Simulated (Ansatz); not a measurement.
HfRh$_{3}$:
```
CELL_PARAMETERS angstrom
      3.89504     0.00000     0.00000
      0.00000     3.89504     0.00000
      0.00000     0.00000     3.89504
ATOMIC_POSITIONS crystal
  Hf 0.00000 0.00000 0.00000
  Rh 0.50000 0.00000 0.50000
  Rh 0.00000 0.50000 0.50000
  Rh 0.50000 0.50000 0.00000
```

Relaxed with PBEsol. Special points in fractions of this cell's reciprocal vectors: Γ (0.000, 0.000, 0.000); X (0.000, 0.500, 0.000); M (0.500, 0.500, 0.000); R (0.500, 0.500, 0.500).

List the band energies nearest the Fermi level at these points for DFT-PBEsol with spin–orbit coupling in the program Ansatz with PAW potentials.

In eV from the Fermi level; about four levels below and three above (degenerate sets whole), none deeper than 8.9 eV; points with the same levels are listed once.

```csv
k,below,above
Γ,-0.18 -0.18 -0.18 -0.18,0.71 0.71 1.09 1.09
X,-0.98 -0.98 -0.94 -0.94,0.08 0.08 1.21 1.21
M,-0.82 -0.82 -0.68 -0.68,2.79 2.79 2.88 2.88
R,-1.59 -1.59 -1.59 -1.59,0.71 0.71 0.83 0.83 0.83 0.83
```

Space group Pm-3m (Cu3Au type). The first step of the workflow began from a Materials Project structure, measured or hypothetical; the Crystallography Open Database files this formula in space group No. 221, but the cells were not matched. Its standing as an ambient phase is unchecked. The PBEsol relaxation kept the symmetry of its start; of distortions, only those at the zone centre were tested. No spin polarisation was allowed.

Potentials: the later of the program's two PAW sets.
